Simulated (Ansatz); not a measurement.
Is this Ba₂SrP₂ structure a true minimum?

The structure comes from a generated guess, relaxed at this level; another structure or a mixture of phases may lie lower.

Method: Ansatz, DFT PBE, scalar-relativistic, plane waves, PAW. Plane waves to 420 eV, a k mesh through Γ of 6×6×4 on the computed 5-atom cell and Gaussian smearing (0.02 eV); no spin polarisation.

The cell below (5 atoms, space group P3m1 (No. 156)) is relaxed within its symmetry.

```
Ba Sr P
1.0
     5.10862    0.00000    0.00000
    -2.55431    4.42420    0.00000
     0.00000    0.00000    7.99161
Ba Sr P
2 1 2
Direct
  0.66667 0.33333 0.34802
  0.00000 0.00000 0.99815
  0.33333 0.66667 0.65533
  0.33333 0.66667 0.23538
  0.66667 0.33333 0.76312
```

For the test a repeat of it with 10 atoms (edges 5.11, 5.11, 15.98 Å) was strained at random (σ = 1.5 % a component), the atoms were moved at random (σ = 0.15 Å), and all was relaxed again on a coarse 3×3×1 mesh (in the run’s order of axes) with 0.10 eV smearing, with no symmetry imposed.

Problem. Is the structure stable against such a distortion?

Solution. It returns, within 1 meV/atom of the unmoved cell on that mesh and with the same symmetry when read at 0.1 Å. So it is stable against the distortions that fit this cell and that this random move excites. Modes that don't fit the cell aren't tested.
